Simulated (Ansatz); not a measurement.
Problem. Name crystals whose computed values (DFT-PBEsol in the program Ansatz with PAW potentials) fall in these windows: Θ_D (K) 480 to 560; B₀ by P(V) fit (GPa) 310 to 420; highest Γ mode, no LO–TO term (cm⁻¹) 170 to 230.

Solution. 

```json
[
 {"crystal": "IrRu, R-3m (Ru on 3b, Ir on 3a)", "Θ_D (K)": "513", "B₀ by P(V) fit (GPa)": "366", "highest Γ mode, no LO–TO term (cm⁻¹)": "205"},
 {"crystal": "VIr3, Cu3Au type", "Θ_D (K)": "484", "B₀ by P(V) fit (GPa)": "353", "highest Γ mode, no LO–TO term (cm⁻¹)": "184"}
]
```
Others may fit too.

Standing as an ambient phase not checked: IrRu, R-3m (Ru on 3b, Ir on 3a); VIr3, Cu3Au type. Perhaps ordered models of mixed-site phases: IrRu, R-3m (Ru on 3b, Ir on 3a). All cells were relaxed under the symmetry of their starts (and spin orders); stability against distortions was not tested throughout. Rows with no word on spin ran without spin polarisation. Spin–orbit coupling is left out wherever it is not named.

Potentials: the later of the program's two PAW sets.
